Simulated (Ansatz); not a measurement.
**LaHg: pressure against volume, fitted**

```
CELL_PARAMETERS angstrom
3.83700 0.00000 0.00000
0.00000 3.83700 0.00000
0.00000 0.00000 3.83700
ATOMIC_POSITIONS crystal
La 0.50000 0.50000 0.50000
Hg 0.00000 0.00000 0.00000
```

Atom numbers follow the list: La1, Hg2.

The cell is COD entry 1523850, as deposited and not checked against the literature; nothing was relaxed.

Spin–orbit coupling is left out, though it moves levels of the heavy atoms by tenths of an eV or more.

Computed with DFT, LDA, all-electron LAPW, scalar-relativistic in Ansatz 0.2.0.

Numerical set-up: a Γ-centred 11×11×11 k mesh, Fermi–Dirac smearing of 0.08 eV, basis error target 1 meV/atom, no spin polarisation.

The cell is scaled evenly. Fractional coordinates are held (clamped ions).

```json
{"V (Å³/atom)": "26.551", "P (GPa)": "2.04"}
{"V (Å³/atom)": "27.115", "P (GPa)": "0.59"}
{"V (Å³/atom)": "27.680", "P (GPa)": "-0.72"}
{"V (Å³/atom)": "27.963", "P (GPa)": "-1.31"}
{"V (Å³/atom)": "28.245", "P (GPa)": "-1.88"}
{"V (Å³/atom)": "28.528", "P (GPa)": "-2.41"}
{"V (Å³/atom)": "28.810", "P (GPa)": "-2.92"}
{"V (Å³/atom)": "29.940", "P (GPa)": "-4.67"}
```

Fit a third-order Birch–Murnaghan curve to the pressures.

P = (3B0/2)(y^(7/2) − y^(5/2))[1 + (3/4)(B0′ − 4)(y − 1)] with y = (V0/V)^(2/3) fits within 0.01 GPa for V0 = 27.362 Å³/atom, B0 = 63.4 GPa and B0′ = 4.49.

Predict the pressure at the withheld volume, 29.375 Å³/atom.

There y = 0.9538, so the fit gives -3.84 GPa; the run gave -3.84 GPa.
